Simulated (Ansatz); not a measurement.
**Na₄ScNbSi₃O₁₂ — 23Na NMR of the central transition**

Cell: a computed structure from the Materials Project (it need not be an observed phase), atoms as given.

```cif
data_Na4ScNbSi3O12
_symmetry_space_group_name_H-M 'R3c:H'
_symmetry_Int_Tables_number 161
_cell_length_a 9.2167
_cell_length_b 9.2167
_cell_length_c 22.4420
_cell_angle_alpha 90.000
_cell_angle_beta 90.000
_cell_angle_gamma 120.000
loop_
_atom_site_label
_atom_site_type_symbol
_atom_site_symmetry_multiplicity
_atom_site_Wyckoff_symbol
_atom_site_fract_x
_atom_site_fract_y
_atom_site_fract_z
Na1 Na 18 b 0.3048 0.3460 0.5803
Na7 Na 6 a 0.0000 0.0000 0.4949
Sc Sc 6 a 0.0000 0.0000 0.3515
Nb Nb 6 a 0.0000 0.0000 0.6467
Si Si 18 b 0.9593 0.3317 0.5851
O19 O 18 b 0.2081 0.0267 0.3101
O25 O 18 b 0.8033 0.9701 0.6927
O31 O 18 b 0.0123 0.8255 0.4126
O37 O 18 b 0.9675 0.1549 0.5880
```

One atom of each set is listed; the run and its k-mesh use a cell of 42 atoms with edges of 9.18, 9.18, 9.18 Å.

The numbers come from a DFT calculation in Ansatz (PBE, plane waves and PAW, scalar-relativistic, 420 eV cutoff, Γ-centred 3×3×3 k-points, Fermi–Dirac smearing 0.02 eV).

23Na has I = 3/2 and Q = 104.0 mb (Pyykkö 2018); at 11.7 T its Larmor frequency is ν₀ = 131.8 MHz. Only the quadrupole interaction is simulated: positions count from each site's isotropic chemical shift, and J coupling is left out, as are shift anisotropy and dipolar coupling, which fast spinning averages.

(1) Give C_Q, η, the quadrupolar product P_Q = |C_Q|(1 + η²/3)^½, the second-order isotropic shift and the breadth of the pattern (fast magic-angle spinning) for each Na site.

Answers

(1) 

```csv
site,first shell,C_Q (MHz),η,P_Q (MHz),δ_QIS (ppm),breadth (kHz)
Na1,"8 O at 2.43–3.03 Å; also 1 O at 3.36 Å, 1 Na at 3.37 Å",-2.45,0.39,2.51,-9.08,2.77
Na7,6 O at 2.49–2.63 Å,-2.72,0.00,2.72,-10.6,3.00
```

δ_QIS = −(ν_Q²/30ν₀²)[I(I+1) − 3/4](1 + η²/3) × 10⁶ ppm with ν_Q = 3|C_Q|/[2I(2I−1)]; it falls as 1/B₀² in ppm, and the breadth as 1/B₀ in kHz.

An axis of threefold or higher order runs through Na7, so V_zz lies along it and η is zero.

The largest force is 0.5 eV/Å, so the atoms aren't at the calculated equilibrium and relaxing them would move these values.
